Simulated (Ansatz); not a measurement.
# Relaxation path: bcc Mo (100), 6 layers

DFT, PBE, PAW with Ansatz's default frozen-core files, scalar-relativistic (Ansatz 0.2.0); a Γ-centred 12×12×1 k mesh, Fermi–Dirac smearing of 0.08 eV, no spin polarisation. The run relaxes the atoms in the fixed cell.

Command: `ansatz run input.yaml --threads 2 --pin off --max-ram 4096MiB --backend cpu --events-out ev --progress --plain --runs-dir out` It took 78 s on 2 threads of Intel(R) Xeon(R) Platinum 8488C (Sapphire Rapids), with other jobs on the host, peak memory 0.66 GiB.

```yaml
crystal:
  lattice:
    - [3.1607300469, 0.0, 0.0]
    - [0.0, 3.1607300469, 0.0]
    - [0.0, 0.0, 23.9018]
  atoms:
    - { symbol: Mo, position: [0.25, 0.25, 0.3347023003] }
    - { symbol: Mo, position: [0.75, 0.75, 0.4008213802] }
    - { symbol: Mo, position: [0.25, 0.25, 0.4669404601] }
    - { symbol: Mo, position: [0.75, 0.75, 0.5330595399] }
    - { symbol: Mo, position: [0.25, 0.25, 0.5991786198] }
    - { symbol: Mo, position: [0.75, 0.75, 0.6652976997] }
kpoints:
  mp_grid: { grid: [12, 12, 1] }
scf:
  occupations: { method: fermi_dirac, width: 0.08 }
hamiltonian:
  xc: pbe
  pseudopotentials: { kind: paw }
output:
  forces: true
  stress: true
  eigenvalues: true
  write_density: true
  write_potential: true
  elf: true
  volumetric_format: npy
relax:
  f_tol: 0.01
  max_steps: 40
efield:
  axis: 3
  amplitude: 0
  dipole_correction: true
```

Each step lists its free energy a cell above the last geometry, and Cartesian positions (Å) with forces (eV/Å).

The first step:

```
step 1  dF = 357.56 meV
  Mo 0.7902 0.7902 8.0000   0.0000 0.0000 1.6030
  Mo 2.3705 2.3705 9.5804   0.0000 0.0000 -1.4466
  Mo 0.7902 0.7902 11.1607   0.0000 0.0000 -0.0004
  Mo 2.3705 2.3705 12.7411   0.0000 0.0000 0.0004
  Mo 0.7902 0.7902 14.3214   0.0000 0.0000 1.4466
  Mo 2.3705 2.3705 15.9018   0.0000 0.0000 -1.6030
```

Q: Where does the relaxation end, and by which steps?

A: After 6 geometries, with a shortest distance of 2.623 Å. The further steps:
```
step 2  dF = 144.80 meV
  Mo 0.7902 0.7902 8.1947   0.0000 0.0000 -1.0595
  Mo 2.3705 2.3705 9.4827   0.0000 0.0000 1.1194
  Mo 0.7902 0.7902 11.1415   0.0000 0.0000 0.9028
  Mo 2.3705 2.3705 12.7603   0.0000 0.0000 -0.9028
  Mo 0.7902 0.7902 14.4191   0.0000 0.0000 -1.1194
  Mo 2.3705 2.3705 15.7071   0.0000 0.0000 1.0595
step 3  dF = 26.58 meV
  Mo 0.7902 0.7902 8.2125   0.0000 0.0000 -0.1344
  Mo 2.3705 2.3705 9.5871   0.0000 0.0000 -0.3820
  Mo 0.7902 0.7902 11.2050   0.0000 0.0000 -0.0855
  Mo 2.3705 2.3705 12.6968   0.0000 0.0000 0.0855
  Mo 0.7902 0.7902 14.3147   0.0000 0.0000 0.3820
  Mo 2.3705 2.3705 15.6893   0.0000 0.0000 0.1344
step 4  dF = 2.77 meV
  Mo 0.7902 0.7902 8.1440   0.0000 0.0000 0.1386
  Mo 2.3705 2.3705 9.5291   0.0000 0.0000 -0.0421
  Mo 0.7902 0.7902 11.1871   0.0000 0.0000 0.0598
  Mo 2.3705 2.3705 12.7147   0.0000 0.0000 -0.0598
  Mo 0.7902 0.7902 14.3727   0.0000 0.0000 0.0420
  Mo 2.3705 2.3705 15.7578   0.0000 0.0000 -0.1387
step 5  dF = 0.16 meV
  Mo 0.7902 0.7902 8.1631   0.0000 0.0000 -0.0040
  Mo 2.3705 2.3705 9.5372   0.0000 0.0000 -0.0105
  Mo 0.7902 0.7902 11.1914   0.0000 0.0000 0.0489
  Mo 2.3705 2.3705 12.7104   0.0000 0.0000 -0.0489
  Mo 0.7902 0.7902 14.3646   0.0000 0.0000 0.0105
  Mo 2.3705 2.3705 15.7387   0.0000 0.0000 0.0040
step 6  dF = 0.00 meV
  Mo 0.7902 0.7902 8.1629   0.0000 0.0000 -0.0008
  Mo 2.3705 2.3705 9.5359   0.0000 0.0000 0.0010
  Mo 0.7902 0.7902 11.1944   0.0000 0.0000 -0.0004
  Mo 2.3705 2.3705 12.7074   0.0000 0.0000 0.0004
  Mo 0.7902 0.7902 14.3659   0.0000 0.0000 -0.0010
  Mo 2.3705 2.3705 15.7389   0.0000 0.0000 0.0008
step 7  dF = 0.00 meV  (same geometry, solved once more)
  Mo 0.7902 0.7902 8.1629   0.0000 0.0000 -0.0007
  Mo 2.3705 2.3705 9.5359   0.0000 0.0000 0.0011
  Mo 0.7902 0.7902 11.1944   0.0000 0.0000 -0.0005
  Mo 2.3705 2.3705 12.7074   0.0000 0.0000 0.0005
  Mo 0.7902 0.7902 14.3659   0.0000 0.0000 -0.0011
  Mo 2.3705 2.3705 15.7389   0.0000 0.0000 0.0007
```
